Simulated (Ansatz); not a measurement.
InSb:
```xyz
4
Lattice="4.2337 0.0000 0.0000 -2.1168 3.6665 0.0000 0.0000 0.0000 7.3449" Properties=species:S:1:pos:R:3 pbc="T T T"
In     0.0000     0.0000     0.0000
In     0.0000     0.0000     3.6724
Sb     0.0000     2.4443     1.8362
Sb     2.1168     1.2222     5.5087
```

This is the r²SCAN-relaxed structure. Tensor components refer to the Cartesian frame of this cell.

Problem. All from the program Ansatz at the r²SCAN level (PAW), unless another level is named. Predict the bulk modulus (Birch–Murnaghan fit).

Solution. 52.8 GPa.

Problem. Give the elastic constants (relaxed ions, GPa).

Solution. C11 = 67.7, C12 = 43.5, C13 = 42.3, C33 = 88.9, C44 = 22.3.

Space group P6_3/mmc (NiAs type). The start of the workflow was typed in or built on a structure type; neither database checked (COD, Materials Project) lists it. It is not the phase usual at ambient conditions (space group No. 216). Symmetry was held in the r²SCAN relaxation; whether a distortion lowers the energy is not shown. As this level gives no gap, shear constants depend on the k-mesh and smearing (Fermi–Dirac, 0.1 eV here). Scalar-relativistic: spin–orbit coupling is off unless named, which matters more the heavier the elements.

Potentials: the later of the program's two PAW sets.
